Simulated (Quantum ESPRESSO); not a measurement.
## Zr4Al2WMg (input and log of a self-consistent run)

Computed values, not a measurement. The program is pw.x of Quantum ESPRESSO 7.5 (plane-wave density functional theory). The cell is made up: eight metal atoms on a hexagonal close-packed lattice, with elements, volume, strain and displacements drawn at random and not relaxed, so it may be unstable or far from any real phase. PseudoDojo standard norm-conserving files set the functional (PBE unless stated); there is no spin polarisation or spin-orbit coupling, the Fermi-Dirac width of 0.25 eV means electrons at about 2900 K, and the masses in the input are unused placeholders. Heavy elements are run without spin-orbit coupling, which real alloys of them have. A spin test at this wide smearing found no moment, but such smearing suppresses magnetism that the real alloy may have.

Input:

```
&control calculation='scf', pseudo_dir='./dojo.nc.sr.pbe.v0_5.standard.upf', outdir='./o', disk_io='minimal', tprnfor=.true., tstress=.true. /
&system ibrav=0, nat=8, ntyp=4, nbnd=53, ecutwfc=84.00895049, nosym=.true., tot_charge=0,
 occupations='smearing', smearing='fd', degauss=0.0183746611
/
&electrons conv_thr=1.470e-08, electron_maxstep=70, mixing_beta=0.5 /
ATOMIC_SPECIES
Al 1.0 Al.upf
Mg 1.0 Mg.upf
W 1.0 W.upf
Zr 1.0 Zr.upf
CELL_PARAMETERS angstrom
-0.0005 5.1272 -0.0255
2.8496 -0.0246 4.7606
2.837 0.0241 -4.7531
ATOMIC_POSITIONS angstrom
Zr -0.0039 0.0106 0.0698
Zr 3.0207 0.0553 -0.0771
Zr 2.9097 1.7493 -2.3796
Al 2.7951 1.6641 2.4017
Zr 1.2467 2.4949 0.1597
W 4.1462 2.4633 0.0997
Al 1.3374 4.2367 -2.4825
Mg 1.4501 4.2408 2.4698
K_POINTS automatic
5 5 5 1 1 1
```

The log is shortened where brackets say so; the opening notice, blank lines, dates and the lines on written files are dropped, and the path of the files is cut. It prints rydbergs, bohrs and kilobars, and counts compression as positive stress. Its total energy is the free energy E - TS of the whole cell.

```
     Program PWSCF v.7.5
     Parallel version (MPI & OpenMP), running on       4 processor cores
     Number of MPI processes:                 4
     Threads/MPI process:                     1
     [start-up lines left out]
     bravais-lattice index     =            0
     lattice parameter (alat)  =       9.6891  a.u.
     unit-cell volume          =     935.9167 (a.u.)^3
     number of atoms/cell      =            8
     number of atomic types    =            4
     number of electrons       =        78.00
     number of Kohn-Sham states=           53
     kinetic-energy cutoff     =      84.0090  Ry
     charge density cutoff     =     336.0358  Ry
     scf convergence threshold =      1.5E-08
     mixing beta               =       0.5000
     number of iterations used =            8  plain     mixing
     Exchange-correlation= PBE
                           (   1   4   3   4   0   0   0)
     [axes and pseudopotential details left out]
   Cartesian axes
     site n.     atom                  positions (alat units)
         1        Zr     tau(   1) = (  -0.0007606   0.0020674   0.0136135  )
         2        Zr     tau(   2) = (   0.5891447   0.0107855  -0.0150373  )
         3        Zr     tau(   3) = (   0.5674957   0.3411762  -0.4641072  )
         4        Al     tau(   4) = (   0.5451446   0.3245591   0.4684175  )
         5        Zr     tau(   5) = (   0.2431511   0.4865949   0.0311472  )
         6        W      tau(   6) = (   0.8086575   0.4804317   0.0194451  )
         7        Al     tau(   7) = (   0.2608409   0.8263082  -0.4841764  )
         8        Mg     tau(   8) = (   0.2828214   0.8271079   0.4816995  )
     number of k points=    63  Fermi-Dirac smearing, width (Ry)=  0.0184
                       cart. coord. in units 2pi/alat
        k(    1) = (   0.1803363   0.1000202   0.0002732), wk =   0.0320000
        k(    2) = (   0.3608067   0.0995005  -0.1077555), wk =   0.0320000
     [further k points left out]
     Dense  grid:    97411 G-vectors     FFT dimensions: (  60,  64,  64)
     Estimated max dynamical RAM per process >     315.23 MB
     Estimated total dynamical RAM >       1.16 GB
     Initial potential from superposition of free atoms
     starting charge      77.9844, renormalised to      78.0000
     Starting wfcs are   63 randomized atomic wfcs
     total cpu time spent up to now is        5.2 secs
     per-process dynamical memory:   245.8 Mb
     Self-consistent Calculation
     iteration #  1     ecut=    84.01 Ry     beta= 0.50
     Davidson diagonalization with overlap
     ethr =  1.00E-02,  avg # of iterations =  2.7
     Threshold (ethr) on eigenvalues was too large:
     Diagonalizing with lowered threshold
     Davidson diagonalization with overlap
     ethr =  5.07E-04,  avg # of iterations =  3.9
     total cpu time spent up to now is       25.9 secs
     total energy              =    -684.49486458 Ry
     estimated scf accuracy    <       0.38771685 Ry
     iteration #  2     ecut=    84.01 Ry     beta= 0.50
     Davidson diagonalization with overlap
     ethr =  4.97E-04,  avg # of iterations =  5.1
     total cpu time spent up to now is       37.9 secs
     total energy              =    -684.57092578 Ry
     estimated scf accuracy    <       0.33509846 Ry
     iteration #  3     ecut=    84.01 Ry     beta= 0.50
     Davidson diagonalization with overlap
     ethr =  4.30E-04,  avg # of iterations =  2.0
     total cpu time spent up to now is       47.5 secs
     total energy              =    -684.61877351 Ry
     estimated scf accuracy    <       0.04191400 Ry
     iteration #  4     ecut=    84.01 Ry     beta= 0.50
     Davidson diagonalization with overlap
     ethr =  5.37E-05,  avg # of iterations =  5.6
     total cpu time spent up to now is       59.1 secs
     total energy              =    -684.62536368 Ry
     estimated scf accuracy    <       0.03473152 Ry
     iteration #  5     ecut=    84.01 Ry     beta= 0.50
     Davidson diagonalization with overlap
     ethr =  4.45E-05,  avg # of iterations =  1.5
     total cpu time spent up to now is       67.7 secs
     total energy              =    -684.62908527 Ry
     estimated scf accuracy    <       0.00396401 Ry
     [iterations 6 to 8 left out]
     iteration #  9     ecut=    84.01 Ry     beta= 0.50
     Davidson diagonalization with overlap
     ethr =  2.17E-07,  avg # of iterations =  1.7
     total cpu time spent up to now is      108.4 secs
     total energy              =    -684.62997109 Ry
     estimated scf accuracy    <       0.00001932 Ry
     iteration # 10     ecut=    84.01 Ry     beta= 0.50
     Davidson diagonalization with overlap
     ethr =  2.48E-08,  avg # of iterations =  3.6
     total cpu time spent up to now is      119.5 secs
     total energy              =    -684.62997347 Ry
     estimated scf accuracy    <       0.00000630 Ry
     iteration # 11     ecut=    84.01 Ry     beta= 0.50
     Davidson diagonalization with overlap
     ethr =  8.07E-09,  avg # of iterations =  2.4
     total cpu time spent up to now is      130.2 secs
     total energy              =    -684.62997455 Ry
     estimated scf accuracy    <       0.00000037 Ry
     iteration # 12     ecut=    84.01 Ry     beta= 0.50
     Davidson diagonalization with overlap
     ethr =  4.80E-10,  avg # of iterations =  5.1
     total cpu time spent up to now is      144.3 secs
     total energy              =    -684.62997467 Ry
     estimated scf accuracy    <       0.00000010 Ry
     iteration # 13     ecut=    84.01 Ry     beta= 0.50
     Davidson diagonalization with overlap
     ethr =  1.33E-10,  avg # of iterations =  2.0
     total cpu time spent up to now is      154.9 secs
     End of self-consistent calculation
     [lines on levels left out]
!    total energy              =    -684.62997468 Ry
     estimated scf accuracy    <          8.0E-09 Ry
     smearing contrib. (-TS)   =      -0.10151988 Ry
     internal energy E=F+TS    =    -684.52845480 Ry
     The total energy is F=E-TS. E is the sum of the following terms:
     one-electron contribution =    -211.48765336 Ry
     hartree contribution      =     137.71348163 Ry
     xc contribution           =    -134.56747962 Ry
     ewald contribution        =    -476.18680345 Ry
     convergence has been achieved in  13 iterations
     Forces acting on atoms (cartesian axes, Ry/au):
     atom    1 type  4   force =     0.03012702   -0.03718797   -0.04200142
     atom    2 type  4   force =    -0.08932143   -0.04571762    0.06109923
     atom    3 type  4   force =    -0.08740166    0.00540255    0.06720303
     atom    4 type  1   force =     0.03268368    0.00747828    0.01600289
     atom    5 type  4   force =     0.05807173    0.05025799   -0.08678502
     atom    6 type  3   force =     0.01534860    0.05286182   -0.01581904
     atom    7 type  1   force =     0.01249271   -0.01055077    0.03222378
     atom    8 type  2   force =     0.02799935   -0.02254427   -0.03192345
     Total force =     0.227482     Total SCF correction =     0.000218
     Computing stress (Cartesian axis) and pressure
          total   stress  (Ry/bohr**3)                   (kbar)     P=      215.01
   0.00161479   0.00000783  -0.00005002          237.54        1.15       -7.36
   0.00000783   0.00133207   0.00003677            1.15      195.95        5.41
  -0.00005002   0.00003677   0.00143786           -7.36        5.41      211.52
     init_run     :      4.89s CPU      5.09s WALL (       1 calls)
     electrons    :    148.61s CPU    149.66s WALL (       1 calls)
     forces       :      2.02s CPU      2.03s WALL (       1 calls)
     stress       :      6.82s CPU      6.83s WALL (       1 calls)
     [timing details left out]
     PWSCF        :   2m42.51s CPU   2m43.79s WALL
     JOB DONE.
```

In other units: free energy -9314.865 eV for the cell, pressure 21.50 GPa, largest force component 2.297 eV/Å in size. The run took 166 s of wall time with four MPI processes on a shared machine (Intel Xeon, 2023 or later, virtual cores), so the time is rough. A rerun of this cell at a higher cutoff and on a denser mesh moved values by no more than 0.004 eV in energy, 0.03 GPa in stress and 0.008 eV/Å in force, and a second program with other atomic files agreed on that cell to 2 % rms in force and 0.5 GPa in pressure.